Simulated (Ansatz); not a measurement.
# Notes on Br

```
Br
1.0
     4.26301    0.00000    0.00000
    -2.13150    3.69187    0.00000
     0.00000    0.00000    6.96431
Br
2
Direct
  0.33333 0.66667 0.25000
  0.66667 0.33333 0.75000
```

Level: r2SCAN, no spin polarisation; 500 eV; 7×7×4 Γ-centred mesh; tetrahedron occupations; Ansatz 0.2.0, fixed geometry.

- Stress: The pressure is -2.7 GPa (compression positive), so with the atoms held at these fractions the cell would first shrink.
- Electronic structure: It is a metal, with about 12 states/eV a cell as the mean within 0.25 eV of the Fermi level, mostly Br p (100 %).
- Forces: The forces vanish by the symmetry of the sites.
- Contacts: Br–Br at 4.26 Å: least valence density 0.02 e/Å³ and ELF 0.02 there, so no covalent bond. These are pseudo-fields; inside the PAW spheres they differ from the all-electron ones.

Origin: a known structure type with other elements, at an estimated volume, so it need not be a known compound. Caveats: empty levels are not fully converged; many states at the Fermi level without spin polarisation, so a magnetic state may lie lower; the Fermi level lies in a narrow band between gaps, which spin or distortion may split; forces and stress under tetrahedra may miss the slope of the energy.
